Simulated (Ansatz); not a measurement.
# Levels of theory for VBiO4 (I4_1/a)

All numbers come from Ansatz. Non-magnetic throughout; all numbers are computed.

The cell is VBiO4 (I4_1/a) from a database of computed structures; cell and atoms were relaxed with r2SCAN. The symmetry is I4_1/a (No. 88, tetragonal); conventional cell a = 5.121 Å, c = 11.622 Å, 12.70 Å³ an atom. V is surrounded by 4 O at 1.72 Å; Bi is surrounded by 8 O at 2.43–2.47 Å; O is surrounded by 1 V at 1.72 Å and 2 Bi at 2.43–2.47 Å.

```cif
data_structure
_symmetry_space_group_name_H-M 'I4_1/a:1'
_symmetry_Int_Tables_number 88
_cell_length_a 5.1210
_cell_length_b 5.1210
_cell_length_c 11.6222
_cell_angle_alpha 90.000
_cell_angle_beta 90.000
_cell_angle_gamma 90.000
_cell_volume 304.79
loop_
_atom_site_label
_atom_site_type_symbol
_atom_site_symmetry_multiplicity
_atom_site_Wyckoff_symbol
_atom_site_fract_x
_atom_site_fract_y
_atom_site_fract_z
_atom_site_occupancy
V1 V 4 b 0.50000 0.50000 0.00000 1
Bi1 Bi 4 a 0.00000 0.00000 0.00000 1
O1 O 16 f 0.13913 0.75106 0.42127 1
```

Relaxed lattice by functional, symmetry kept:
```
functional  k mesh  a (Å)   c (Å)  volume (Å³/atom)
       PBE   6×6×6  5.167  11.775             13.10
    r2SCAN   6×6×6  5.121  11.622             12.70
```

Band edges at fixed r2SCAN geometry:
```tsv
level	k mesh	gap (eV)	kind	edges	least direct gap (eV)
PBE+SOC	8×8×8	2.03	indirect	(-0.026, 0.021, 0.344) → (0.292, -0.292, 0.203)	2.12
r2SCAN	8×8×8	2.42	indirect	(-0.026, 0.021, 0.344) → (0.292, -0.292, 0.203)	2.52
HSE06	4×4×4	3.29	indirect	(-0.026, 0.021, 0.344) → (0.292, -0.292, 0.203)	3.40
PBE0	4×4×4	4.00	indirect	(-0.026, 0.021, 0.344) → (0.292, -0.292, 0.203)	4.11
```
Wave cutoffs: 420 eV, 500 eV (r2SCAN).
Points off the special ones are mesh points or PBE's searched band edges, reused at the other levels. PBE's own run along the path (2.19 eV) came before the search for the edges and missed one, so it isn't listed.

HSE06 gives an indirect gap of 3.29 eV, from k = (-0.026, 0.021, 0.344) to k = (0.292, -0.292, 0.203); the least direct gap is 3.40 eV at k = (0.292, -0.292, 0.203).

Among these functionals the gap stays indirect.

Only the levels marked +SOC include spin-orbit coupling.

Coordinates of k points refer to the reciprocal vectors of the primitive cell of the runs.
